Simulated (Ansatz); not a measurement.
CeO2 (fluorite)

```
CELL_PARAMETERS angstrom
      0.00000     2.71896     2.71896
      2.71896     0.00000     2.71896
      2.71896     2.71896     0.00000
ATOMIC_POSITIONS crystal
  Ce 0.00000 0.00000 0.00000
  O  0.25000 0.25000 0.25000
  O  0.75000 0.75000 0.75000
```

The slice is a {110} plane (indices of the conventional cell) through the point (0.250, 0.250, 0.250) (fractional), spanned by u = [100] and v = [1 -1 -1] in vectors of this cell: u (3.85 Å) and v (5.44 Å, at 90° to u). It covers one period; positions are fractions (u, v).

All values below come from r2SCAN (plane waves to 500 eV, PAW, scalar-relativistic; Ansatz, a first-principles code). k mesh 11×11×11. Inside the PAW spheres the values are not all-electron values, and peaks at nuclei hang on which shells count as valence. CeO2 is run without spin polarisation. CeO2 was relaxed with its symmetry unable to fall. The PAW data are Ansatz's earlier set. The filling of the f shell was not checked against other fillings, so treat energies with care.

Q: What is the valence density on the shortest Ce–O line in this plane (2.35 Å), at its minimum between the atoms?

A: 0.47 e/Å³.

Q: What is the ELF at the density minimum of the shortest Ce–O line in this plane (2.35 Å)?

A: 0.2.

Q: Predict the map of the electrostatic potential energy of an electron, from the cell's mean on the slice.

A: 
```
|xxxxxxxxxx%%##**++++**##%%xxxxxxxx|
|xxxxxxxx@@@@@@%%%%%%%%@@@@@@xxxxxx|
|xxxxxxxx@@@@@@@@@@@@@@@@@@@@xxxxxx|
|xxxx%%@@@@@@@@@@@@@@@@@@@@@@@@%%xx|
|%%@@@@@@@@@@@@@@@@@@@@@@@@@@@@@@@@|
|%%@@@@@@@@@@@@@@@@@@@@@@@@@@@@@@@@|
|%%@@@@@@@@@@@@@@@@@@@@@@@@@@@@@@@@|
|xxxx%%@@@@@@@@@@@@@@@@@@@@@@@@%%xx|
|xxxxxxxx@@@@@@@@@@@@@@@@@@@@xxxxxx|
|xxxxxxxx@@@@@@%%%%%%%%@@@@@@xxxxxx|
|xxxxxxxxxx%%##**++++**##%%xxxxxxxx|
|xxxxxxxxxx**==::....::==**xxxxxxxx|
|xxxxxxxxxx--            --xxxxxxxx|
|xxxxxxxx::    xxxxxxxx    ::xxxxxx|
|xxxxxxxx    xxxxxxxxxxxx    xxxxxx|
|xxxx++..  xxxxxxxxxxxxxxxx  ..++xx|
|%%%%++    xxxxxxxxxxxxxxxx    ++%%|
|%%%%++    xxxxxxxxxxxxxxxx    ++%%|
|%%%%++    xxxxxxxxxxxxxxxx    ++%%|
|xxxx++..  xxxxxxxxxxxxxxxx  ..++xx|
|xxxxxxxx    xxxxxxxxxxxx    xxxxxx|
|xxxxxxxx::    xxxxxxxx    ::xxxxxx|
|xxxxxxxxxx--            --xxxxxxxx|
|xxxxxxxxxx**==::....::==**xxxxxxxx|
```
Scale: ten equal steps from 1.00 (start of ' ') to 9.57 (end of '@'), in the order ' .:-=+*#%@'. Values: electrostatic potential energy of an electron, from the cell's mean, in eV. The map has 17 points along u (two characters each, u = 0 at the left) and 24 along v (v = 0 in the bottom row). Points within 1 Å of a nucleus are blanked (x), as the pseudised field means little there. Values under 1 eV are set to 1. The zero, the cell's mean, hangs on the PAW cores.
